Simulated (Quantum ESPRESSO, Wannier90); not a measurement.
RuO2 (rutile), plane waves to Wannier functions

```
begin unit_cell_cart
ang
    4.4825000000    0.0000000000    0.0000000000
    0.0000000000    4.4825000000    0.0000000000
    0.0000000000    0.0000000000    3.1113400000
end unit_cell_cart
begin atoms_frac
Ru   0.5000000000  0.5000000000  0.5000000000
Ru   0.0000000000  0.0000000000  0.0000000000
O   -0.1945600000  0.1945600000  0.5000000000
O    0.1945600000 -0.1945600000  0.5000000000
O    0.3054400000  0.3054400000  0.0000000000
O   -0.3054400000 -0.3054400000  0.0000000000
end atoms_frac
```

Structure: Materials Project mp-825, symmetrised, not relaxed again. COD (Crystallography Open Database) has an entry of this formula and space group (matched by these alone). Level: PBEsol, no spin polarisation, no spin-orbit coupling; pw.x of Quantum ESPRESSO at 68 Ry with PseudoDojo potentials, 6×6×8 k-points, Wannier90. Density: 8×8×10 mesh, cold smearing 0.01 Ry.

Bands 9-12 form an isolated set from -20.18 to -18.11 eV relative to the Fermi level (on the path) and are turned into 4 Wannier functions by minimising the spread from the start: atomic waves O 2s.

Centres (Cartesian, Å; one of the equivalent choices) and spreads:

```json
[
 {"n": "1", "x": "-0.865", "y": "0.865", "z": "1.556", "spread (Å²)": "0.631", "nearest atom": "O3"},
 {"n": "2", "x": "0.865", "y": "-0.865", "z": "1.556", "spread (Å²)": "0.631", "nearest atom": "O4"},
 {"n": "3", "x": "1.376", "y": "1.376", "z": "0.000", "spread (Å²)": "0.631", "nearest atom": "O5"},
 {"n": "4", "x": "-1.376", "y": "-1.376", "z": "0.000", "spread (Å²)": "0.631", "nearest atom": "O6"}
]
```

Ω_I = 2.52 Å², Ω_total = 2.52 Å²; the interpolated bands follow pw.x to 0.0 meV rms on the path. Only this start was tried; a symmetric start can stop on a saddle, and mixtures of these functions could lower the total by at most Ω_total − Ω_I.
